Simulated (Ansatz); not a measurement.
Ir: rigid cleavage

All numbers below come from Ansatz 0.2.0, DFT PBEsol, scalar-relativistic, plane waves, PAW. The runs took a 420 eV cutoff, a Γ-centred 20×20×4 mesh and Gaussian smearing (0.15 eV). Spin–orbit coupling is left out, which can shift energies with elements as heavy as these. No spin polarisation. Energies are free energies at this smearing, counted from the undisturbed cell; pressure is positive in compression.

The starting cell (as given, not relaxed at this level; it stands at -2.7 GPa):

```yaml
crystal:
  lattice:
    - [1.91970, -1.91970, 0.00000]
    - [1.91970, 0.00000, -1.91970]
    - [7.67880, 7.67880, 7.67880]
  atoms:
    - { symbol: Ir, position: [0.66667, 0.66667, 0.08332] }
    - { symbol: Ir, position: [0.00000, 0.00000, 0.91665] }
    - { symbol: Ir, position: [0.33333, 0.33333, 0.24998] }
    - { symbol: Ir, position: [0.66667, 0.66667, 0.58332] }
    - { symbol: Ir, position: [0.00000, 0.00000, 0.41665] }
    - { symbol: Ir, position: [0.33333, 0.33333, 0.74998] }
```

The cut lies on the cell's a–b face, a (1 1 1) plane (indices in the standard cell, whose axes needn't be the Cartesian ones shown) of area 6.38 Å², between layers 2.22 Å apart. Vector c is lengthened by d along the normal with the atoms' Cartesian places fixed: one unrelaxed cut a cell. The cell is metallic on the mesh throughout.

**Question.** Over the sampled range (-0.30 to 6.00), is the undisturbed cell the lowest point?

**Answer.** Yes, every other sampled point lies higher.

The scan:

| d (Å) | energy (J/m²) |
| --- | --- |
| -0.30 | 1.59 |
| -0.15 | 0.30 |
| 0.00 | 0.00 |
| 0.25 | 0.63 |
| 0.50 | 1.74 |
| 0.75 | 2.80 |
| 1.00 | 3.65 |
| 1.50 | 4.70 |
| 2.00 | 5.19 |
| 3.00 | 5.46 |
| 4.50 | 5.50 |
| 6.00 | 5.50 |

Cost: 12 runs of about 6.9 core-minutes in all, on AMD EPYC 7R43 (Zen 3) (shared hosts).